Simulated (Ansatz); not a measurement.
A geometry of SnO away from equilibrium: step 2 of the relaxation of a generated cell, SnO placed in the beta-GaS structure type. These are r2SCAN (plane waves to 500 eV, PAW, scalar-relativistic; Ansatz, a program for electronic structure) values and carry that method's errors. Γ-centred k-mesh 7×7×2 on the run's cell (coarser than for final values), Fermi–Dirac smearing 0.05 eV. The plane waves were selected for a different cell earlier on the path.

```yaml
crystal:
  lattice:
    - [3.99729, 0.00000, 0.00000]
    - [-1.99864, 3.46175, 0.00000]
    - [0.00000, 0.00000, 17.57213]
  atoms:
    - { symbol: Sn, position: [0.33333, 0.66667, 0.15995] }
    - { symbol: Sn, position: [0.66667, 0.33333, 0.65995] }
    - { symbol: Sn, position: [0.66667, 0.33333, 0.84005] }
    - { symbol: Sn, position: [0.33333, 0.66667, 0.34005] }
    - { symbol: O, position: [0.33333, 0.66667, 0.60819] }
    - { symbol: O, position: [0.66667, 0.33333, 0.10819] }
    - { symbol: O, position: [0.66667, 0.33333, 0.39181] }
    - { symbol: O, position: [0.33333, 0.66667, 0.89181] }
```

Q: Give the Cartesian forces on all atoms (eV/Å).

A: 
```json
[
 {"atom": "Sn1", "Fx": "0.00", "Fy": "0.00", "Fz": "-2.68"},
 {"atom": "Sn2", "Fx": "0.00", "Fy": "0.00", "Fz": "-2.68"},
 {"atom": "Sn3", "Fx": "0.00", "Fy": "0.00", "Fz": "2.68"},
 {"atom": "Sn4", "Fx": "0.00", "Fy": "0.00", "Fz": "2.68"},
 {"atom": "O5", "Fx": "0.00", "Fy": "0.00", "Fz": "1.86"},
 {"atom": "O6", "Fx": "0.00", "Fy": "0.00", "Fz": "1.86"},
 {"atom": "O7", "Fx": "0.00", "Fy": "0.00", "Fz": "-1.86"},
 {"atom": "O8", "Fx": "0.00", "Fy": "0.00", "Fz": "-1.86"}
]
```

The path ends in P6₃/mmc (No. 194). No spin polarisation in the result.

The run could not lose the symmetry of its start, so the end can be a saddle point.

The end of the path is a generated cell of SnO: the first start was made by placing the elements on the sites of a structure type, and the end was not matched to a known phase here, so it may be hypothetical. Known forms of SnO include space group No. 129.
